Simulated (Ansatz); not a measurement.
**Data sheet: SnSe (DFT)**

SnSe:
```xyz
2
Lattice="0.0000 3.3324 3.3324 3.3324 0.0000 3.3324 3.3324 3.3324 0.0000" Properties=species:S:1:pos:R:3 pbc="T T T"
Se     1.6662     1.6662     1.6662
Sn     0.0000     0.0000     0.0000
```

Space group F-43m (No. 216), zinc blende; conventional cell a = 6.665 Å, b = 6.665 Å, c = 6.665 Å, α = 90.00°, β = 90.00°, γ = 90.00°.

Method: the program Ansatz at the PBEsol level (PAW). The cell and atoms are relaxed at this level. Other levels are named where they apply.

### Cell and energy

| Property | Result |
|---|---|
| Volume per atom | 37.01 Å³ |
| Density | 4.44 g/cm³ |
| Formation energy from the elements (no fitted shifts) | -0.10 eV/atom |

### Electronic structure

| Quantity | Value |
|---|---|
| Electronic character | metallic (no gap) |
| Density of states at the Fermi level | 0.18 states/eV per atom (mean over ±0.08 eV) |
| Gap with spin–orbit coupling | none (metallic) |

### Mechanics

| Item | Result |
|---|---|
| Bulk modulus (Birch–Murnaghan fit) | 31.9 GPa |
| Pressure derivative B′ | 2.9 |
| Elastic constants (relaxed ions, GPa) | C11 = 29.3, C12 = 32.8, C44 = -13.2 |
| Mechanical stability | unstable (C has a negative eigenvalue) |

### Phonons

| Item | Value |
|---|---|
| Highest zone-centre frequency | 14.6 meV |
| Zone-centre stability | no imaginary mode at Γ |

The start of the workflow was typed in or built on a structure type; neither database checked (COD, Materials Project) lists it. It is not the phase usual at ambient conditions (space group No. 62). The cell was relaxed with PBEsol under the symmetry of its start. As this level gives no gap, shear constants depend on the k-mesh and smearing (Fermi–Dirac, 0.1 eV here). As this level gives no gap, phonon frequencies hold no LO–TO term and depend on the k-mesh and smearing (Fermi–Dirac, 0.1 eV here). The references are the lowest solids computed at this level, not always the standard phases. Scalar-relativistic: spin–orbit coupling is off unless named, which matters more the heavier the elements.

Potentials: the later of the program's two PAW sets.
